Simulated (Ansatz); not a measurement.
## Ta: two-dimensional strain map

Theory: DFT r2SCAN, scalar-relativistic, plane waves, PAW in Ansatz. Cutoff 500 eV, Γ-centred 20×20×20 k-points, Gaussian smearing of 0.15 eV. Spin–orbit coupling is left out, which can shift energies with elements as heavy as these. No spin polarisation. Energies are free energies at this smearing, counted from the undisturbed cell; pressure is positive in compression.

The undisturbed cell (as given, not relaxed at this level; it stands at -1.7 GPa; this fcc form isn't the usual structure):

```xyz
1
Lattice="0.0000 2.1100 2.1100 2.1100 0.0000 2.1100 2.1100 2.1100 0.0000" Properties=species:S:1:pos:R:3 pbc="T T T"
Ta    0.0000    0.0000    0.0000
```

The cell is strained by p along both x and y and by q along z, fractional coordinates fixed. Points are written (p, q).

Energy above the undisturbed cell in meV/atom (a dash: not computed):

```
 p \ q  -0.050  -0.025  0.000  0.025  0.050
-0.050   263.2   169.8   90.3   25.8  -22.5
-0.025   100.5    53.7   17.2   -7.6  -20.9
 0.000     4.8    -0.5    0.0    9.8   29.1
 0.025   -30.5     0.5   34.7   74.8  122.2
 0.050   -11.0    50.4  114.8  182.3  254.6
```

Pressure in GPa:

```
 p \ q  -0.050  -0.025  0.000  0.025  0.050
-0.050    37.5    29.1   21.3   14.3    8.0
-0.025    21.7    15.2    8.9    3.1   -2.1
 0.000     8.5     3.3   -1.7   -6.3  -10.5
 0.025    -2.4    -6.5  -10.5  -14.2  -17.5
 0.050   -11.2   -14.6  -17.7  -20.6  -23.2
```